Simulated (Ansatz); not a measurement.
SiB$_{2}$Mo$_{2}$:
```xyz
5
Lattice="1.5227 -5.5419 0.0000 1.5227 5.5419 0.0000 0.0000 0.0000 3.1135" Properties=species:S:1:pos:R:3 pbc="T T T"
Si     0.0000     0.0000     0.0000
Mo     1.5227     1.5137     1.5567
Mo     1.5227    -1.5137     1.5567
B      1.5227     3.2489     0.0000
B      1.5227    -3.2489     0.0000
```

This is the PBEsol-relaxed structure.

**Question.** All from the program Ansatz at the PBEsol level (PAW), unless another level is named. Predict the electronic character.

**Answer.** metallic (no gap).

**Question.** And the formation energy from the elements (no fitted shifts)?

**Answer.** -0.43 eV/atom.

**Question.** Give the density of states at the Fermi level.

**Answer.** 0.26 states/eV per atom (mean over ±0.08 eV).

Space group Cmmm. The start of the workflow was typed in or built on a structure type; neither database checked (COD, Materials Project) lists it. Its standing as an ambient phase is unchecked. Symmetry was held in the PBEsol relaxation; its stability against distortions is not shown here. No spin polarisation was allowed. The references are the lowest solids computed at this level, not always the standard phases. Scalar-relativistic: spin–orbit coupling is off unless named, which matters more the heavier the elements.

Potentials: the earlier of the program's two PAW sets. The files were generated under PBE; for other functionals the program regenerates the frozen cores, and for LDA and PBEsol the local potential too.
